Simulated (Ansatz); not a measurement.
ZrAl:
```
CELL_PARAMETERS angstrom
      1.64484    -5.38495     0.00000
      1.64484     5.38495     0.00000
      0.00000     0.00000     4.23354
ATOMIC_POSITIONS crystal
  Zr 0.16027 0.83973 0.75000
  Zr 0.83973 0.16027 0.25000
  Al 0.42883 0.57117 0.75000
  Al 0.57117 0.42883 0.25000
```

Relaxed with LDA. Special points in fractions of this cell's reciprocal vectors: Γ (0.000, 0.000, 0.000); Y (-0.500, 0.500, 0.000); C0 (-0.273, 0.727, 0.000); Σ0 (0.273, 0.273, 0.000); Z (0.000, 0.000, 0.500); A0 (0.273, 0.273, 0.500); E0 (-0.273, 0.727, 0.500); T (-0.500, 0.500, 0.500); S (0.000, 0.500, 0.000); R (0.000, 0.500, 0.500).

List the band energies nearest the Fermi level at these points for the program Ansatz at the LDA level (PAW).

In eV from the Fermi level; about four levels below and three above (degenerate sets whole), none deeper than 8.9 eV; points with the same levels are listed once.

```csv
k,below,above
Γ,-4.56 -2.02 -1.76 -1.56,0.01 1.22 1.69
Y,-2.28 -1.70 -1.40 -0.75,0.75 1.60 1.93
C0,-1.51 -0.93 -0.12 -0.07,0.58 1.37 2.98
Z,-2.23 -2.23 -0.83 -0.83,0.96 0.96 1.71 1.71
A0,-1.38 -1.38 -0.20 -0.20,2.32 2.32 2.99 2.99
T,-3.21 -3.21 -0.29 -0.29,1.42 1.42 1.50 1.50
S,-1.63 -1.08 -0.34 -0.33,1.10 1.47 2.38
R,-1.76 -1.76 -0.08 -0.08,2.40 2.40 3.33 3.33
```

Space group Cmcm. The workflow started from a Materials Project entry (that database holds measured and hypothetical structures alike); the Crystallography Open Database copy checked does not list it. Its standing as an ambient phase is unchecked. The cell was relaxed with LDA under the symmetry of its start; its stability against distortions is not shown here. The run is not spin-polarised. Scalar-relativistic: spin–orbit coupling is off unless named, which matters more the heavier the elements.

Potentials: the later of the program's two PAW sets.
